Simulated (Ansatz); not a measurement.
Cs2Se:
```xyz
3
Lattice="0.0000 4.1448 4.1448 4.1448 0.0000 4.1448 4.1448 4.1448 0.0000" Properties=species:S:1:pos:R:3 pbc="T T T"
Cs     2.0724     2.0724     2.0724
Cs     6.2172     6.2172     6.2172
Se     0.0000     0.0000     0.0000
```

DFT-PBEsol in the program Ansatz with PAW potentials gives a gap of 1.85 eV without spin–orbit coupling, maximum at X, minimum at Γ.

Q: What happens when spin–orbit coupling is switched on?

A: The gap drops by 0.05 eV, to 1.80 eV; maximum at X, minimum at Γ.

Q: Give the electron effective mass with spin–orbit coupling.

A: 0.32 mₑ (isotropic).

Q: Give the hole effective mass with spin–orbit coupling.

A: 1.6, 2.2, 2.2 mₑ (principal values).

Space group Fm-3m (anti-fluorite). The first step of the workflow began from a Materials Project structure, measured or hypothetical; the Crystallography Open Database copy checked does not list it. Whether it is the stable phase at ambient conditions was not checked. Symmetry was held in the PBEsol relaxation; its stability against distortions is not shown here.

Potentials: the later of the program's two PAW sets.
